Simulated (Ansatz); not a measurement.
Ti:
```
Ti
1.0
   -1.62600     1.62600     1.62600
    1.62600    -1.62600     1.62600
    1.62600     1.62600    -1.62600
Ti
1
Cartesian
  0.00000   0.00000   0.00000
```

Relaxed with r²SCAN.

Task: Map the electron localisation function on the plane through (0.000, 0.000, 0.000) spanned by u = [1, 1, 0] and v = [1, -1, 0] in lattice vectors, from r²SCAN (plane waves, PAW; program Ansatz).

Result: x is the fraction of u, y of v (the angle between them is 90°; rows are the nearest grid lines); atoms in the plane: Ti at (0.00, 0.00), Ti at (0.50, 0.50).
```
|68994014641049986|
|89983015651038998|
|99972025752027999|
|98730036763003789|
|54200135653100245|
|00000122222100000|
|00111000000011100|
|44310001210001344|
|66300147774100366|
|76201589998510267|
|65103899999830156|
|64104998789940146|
|64104998789940146|
|65103899999830156|
|76201589998510267|
|66300147774100366|
|44310001210001344|
|00111000000011100|
|00000122222100000|
|54200135653100245|
|98730036763003789|
|99972025752027999|
|89983015651038998|
|68994014641049986|
```
Scale: ten equal steps from 0.094 (start of '0') to 0.745 (end of '9'), in the order '0123456789'; x runs from 0.000 to 1.00, y from 0.000 (bottom) to 1.00 (top).

The density is the valence pseudo-density with augmentation charge, so density and ELF within about 1 Å of a nucleus are not all-electron values.

Space group Im-3m (bcc (W type)). This is a known high-temperature phase of the composition, computed here at zero pressure and temperature. The r²SCAN relaxation kept the symmetry of its start. At this level the phase is dynamically unstable (imaginary phonons). The run is not spin-polarised.

Potentials: the earlier of the program's two PAW sets.
